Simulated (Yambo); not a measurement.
## Excitons in LiO$_{2}$H$_{3}$

```
LiO2H3
1.0
    3.12793     0.00000     0.00000
   -1.26002     5.35483     0.00000
   -1.29856    -0.91227     5.27533
H Li O
6 2 4
Direct
  0.64021   0.48215   0.24466
  0.35979   0.51785   0.75534
  0.35770   0.25587   0.01683
  0.64230   0.74413   0.98317
  0.18257   0.76427   0.26860
  0.81743   0.23573   0.73140
  0.00095   0.15220   0.34618
  0.99905   0.84780   0.65382
  0.49881   0.29363   0.20565
  0.50119   0.70637   0.79435
  0.89132   0.78508   0.28665
  0.10868   0.21492   0.71335
```

The geometry is that of Materials Project entry mp-27281, symmetrised and not relaxed again.

BSE in Yambo on LDA (Quantum ESPRESSO, PseudoDojo norm-conserving, 84 Ry, no spin-orbit coupling) bands: 8×4×4 mesh, 11 valence and 6 conduction bands, static screening with 50 bands and a 3 Ry block, scissor 3.17 eV, Tamm-Dancoff; field along x.

```json
[
 {"state": "1", "energy (eV)": "7.02", "states within 2 meV": "1", "relative strength": "0.26", "class": "strong", "main transitions": "VB → CB (75 %)"},
 {"state": "2", "energy (eV)": "7.10", "states within 2 meV": "1", "relative strength": "< 0.01", "class": "dark", "main transitions": "several band pairs"},
 {"state": "3", "energy (eV)": "7.13", "states within 2 meV": "1", "relative strength": "< 0.01", "class": "dark", "main transitions": "several band pairs"},
 {"state": "4", "energy (eV)": "7.29", "states within 2 meV": "1", "relative strength": "< 0.01", "class": "dark", "main transitions": "several band pairs"},
 {"state": "5", "energy (eV)": "7.55", "states within 2 meV": "1", "relative strength": "1.00", "class": "strong", "main transitions": "several band pairs"},
 {"state": "6", "energy (eV)": "7.56", "states within 2 meV": "1", "relative strength": "< 0.01", "class": "dark", "main transitions": "several band pairs"},
 {"state": "7", "energy (eV)": "7.67", "states within 2 meV": "1", "relative strength": "0.09", "class": "weak", "main transitions": "VB → CB (91 %)"},
 {"state": "8", "energy (eV)": "7.78", "states within 2 meV": "1", "relative strength": "< 0.01", "class": "dark", "main transitions": "VB−1 → CB (75 %)"}
]
```

These are vertical excitations (zero momentum); the indirect quasiparticle gap, about 7.95 eV, is smaller than the direct one (8.16 eV on the GW mesh). The direct quasiparticle gap on this mesh is 8.16 eV; counted from there, state 1 is bound by 1.15 eV. On a 4×2×2 mesh the same difference is 1.48 eV, so it isn't converged.

Spin singlets only. Strengths are relative to the strongest of the lowest states of this run; strong means a line over 3 % of the spectrum's maximum, dark under 0.03 %. Absolute energies carry the error of the G0W0 scissor, whose convergence isn't established; the long-wavelength screening was taken along (1,1,1) although the crystal is anisotropic.

The structure is a Materials Project entry; no match was found in the copy of COD used, and its stability was not checked.

The distance between layers or molecules is the database entry's, not relaxed here. Functionals without dispersion can leave it too large, which widens gaps and weakens the response across layers: the numbers belong to this cell.
